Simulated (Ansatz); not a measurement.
**Guessed and relaxed cells of ScSn3Se**

The cell of ScSn3Se is invented: random cell by space group and Wyckoff sites (Pm-3m, No. 221). Its size is a rough estimate.

start.cif

```cif
data_structure
_symmetry_space_group_name_H-M 'Pm-3m'
_symmetry_Int_Tables_number 221
_cell_length_a 5.4015
_cell_length_b 5.4015
_cell_length_c 5.4015
_cell_angle_alpha 90.000
_cell_angle_beta 90.000
_cell_angle_gamma 90.000
_cell_volume 157.59
loop_
_atom_site_label
_atom_site_type_symbol
_atom_site_symmetry_multiplicity
_atom_site_Wyckoff_symbol
_atom_site_fract_x
_atom_site_fract_y
_atom_site_fract_z
_atom_site_occupancy
Sc1 Sc 1 b 0.50000 0.50000 0.50000 1
Sn1 Sn 3 c 0.00000 0.50000 0.50000 1
Se1 Se 1 a 0.00000 0.00000 0.00000 1
```

The calculation used DFT PBE, scalar-relativistic, plane waves, PAW in Ansatz. Cutoff 420 eV, Gaussian smearing, Γ-centred meshes. Cell and atoms relax first on a coarse mesh and then on a finer one. In between, the cell is made exact in the group found at 0.06 Å. In metals the finer mesh still leaves noise of several meV/atom or more. The steps can't lower the symmetry of their start. No spin polarisation in the relaxation; trial moments died out in a coarse test.

end.cif

```cif
data_structure
_symmetry_space_group_name_H-M 'Pm-3m'
_symmetry_Int_Tables_number 221
_cell_length_a 5.5634
_cell_length_b 5.5634
_cell_length_c 5.5634
_cell_angle_alpha 90.000
_cell_angle_beta 90.000
_cell_angle_gamma 90.000
_cell_volume 172.19
loop_
_atom_site_label
_atom_site_type_symbol
_atom_site_symmetry_multiplicity
_atom_site_Wyckoff_symbol
_atom_site_fract_x
_atom_site_fract_y
_atom_site_fract_z
_atom_site_occupancy
Sc1 Sc 1 b 0.50000 0.50000 0.50000 1
Sn1 Sn 3 c 0.00000 0.50000 0.50000 1
Se1 Se 1 a 0.00000 0.00000 0.00000 1
```

The symmetry stays Pm-3m (No. 221). The end has the antiperovskite type. The volume per atom grows by 9.3 %, from 31.5 to 34.4 Å³. The shortest distance goes from 2.70 Å (Sc–Sn) to 2.78 Å (Sc–Sn).

```
Volume per atom                          : 34.44 Å³
Density                                  : 4.63 g/cm³
Energy over the elements                 : +0.45 eV/atom
Gap on the 8×8×8 mesh of the 5-atom cell : 0 eV (a metal)
```

Formation energies are uncorrected and refer to the elements' standard structures at the same level. The references include grey tin. A positive value: parting into the elements would lower its energy.

The last run used Gaussian smearing of 0.10 eV. The reference form of Se is held partly by dispersion forces, which this level lacks. A structure relaxed within its symmetry needn't be a true minimum. In all, the 3 runs took 110 s on 1 thread of AMD EPYC 7R43 64-Core Processor (Zen 3) (shared host). Another cell of ScSn3Se relaxed alike, in P-6m2, lies 0.85 eV/atom lower, so this cell isn't the stable form at this level.
